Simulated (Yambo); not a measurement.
```
CELL_PARAMETERS angstrom
      0.00000     4.22464     4.22464
      4.22464     0.00000     4.22464
      4.22464     4.22464     0.00000
ATOMIC_POSITIONS crystal
  F  0.78110 0.21890 0.21890
  F  0.21890 0.78110 0.78110
  F  0.21890 0.78110 0.21890
  F  0.78110 0.21890 0.78110
  F  0.21890 0.21890 0.78110
  F  0.78110 0.78110 0.21890
  Na 0.50000 0.50000 0.50000
  Al 0.00000 0.00000 0.00000
  Rb 0.75000 0.75000 0.75000
  Rb 0.25000 0.25000 0.25000
```

Rb2NaAlF6 (space group Fm-3m, No. 225): G0W0@LDA in Yambo (2×2×2 Γ-centred k mesh, bands 2 to 286 and a 8 Ry block in the screening, 286 bands in G with the Bruneval-Gonze terminator, plasmon pole fitted at 27.2 eV) on wavefunctions from Quantum ESPRESSO. With the symmetry operations that carry no fractional translation, the mesh has 3 irreducible k points, and the gap Γ → Γ is 10.821 eV.

Q: What changes when point-group symmetry is switched off and time reversal alone is kept?

A: The mesh then has 8 irreducible points. The exact result doesn't change; the run gives 10.842 eV, and the difference is numerical residue, whose source wasn't traced. Rough time against the symmetric run: about 2× for the empty bands, about 2× for Yambo (2 states against 4).

Geometry of the Materials Project entry, not relaxed at this level.

The structure is a Materials Project entry; no match was found in the copy of COD used, and its stability was not checked.
